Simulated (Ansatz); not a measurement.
Here is the system:

InMo3C:
```cif
data_CInMo3
_chemical_formula_sum 'In1 Mo3 C1'
_space_group_name_H-M_alt 'P 1'
_space_group_IT_number 1
_cell_length_a 4.21420
_cell_length_b 4.21420
_cell_length_c 4.21420
_cell_angle_alpha 90.000
_cell_angle_beta 90.000
_cell_angle_gamma 90.000
loop_
_space_group_symop_operation_xyz
  'x, y, z'
loop_
_atom_site_label
_atom_site_type_symbol
_atom_site_fract_x
_atom_site_fract_y
_atom_site_fract_z
_atom_site_occupancy
In1 In 0.00000 0.00000 0.00000 1
Mo1 Mo 0.00000 0.50000 0.50000 1
Mo2 Mo 0.50000 0.00000 0.50000 1
Mo3 Mo 0.50000 0.50000 0.00000 1
C1 C 0.50000 0.50000 0.50000 1
```

This is the PBE-relaxed structure.

### Question
All from the program Ansatz at the PBE level (PAW), unless another level is named. Estimate the electronic character.

### Answer
metallic (no gap).

### Question
Give the formation energy from the elements (no fitted shifts).

### Answer
0.17 eV/atom.

### Question
Predict the density of states at the Fermi level.

### Answer
0.78 states/eV per atom (mean over ±0.08 eV).

### Question
Next, the gap with spin–orbit coupling?

### Answer
none (metallic).

Space group Pm-3m (anti-perovskite). The start of the workflow was typed in or built on a structure type; neither database checked (COD, Materials Project) lists it. Whether it is the stable phase at ambient conditions was not checked. Symmetry was held in the PBE relaxation; its stability against distortions is not shown here. The run is not spin-polarised. Its formation energy is positive at this level, so the cell may be metastable or incomplete. The references are the lowest solids computed at this level, not always the standard phases. Scalar-relativistic: spin–orbit coupling is off unless named, which matters more the heavier the elements.

Potentials: the earlier of the program's two PAW sets.
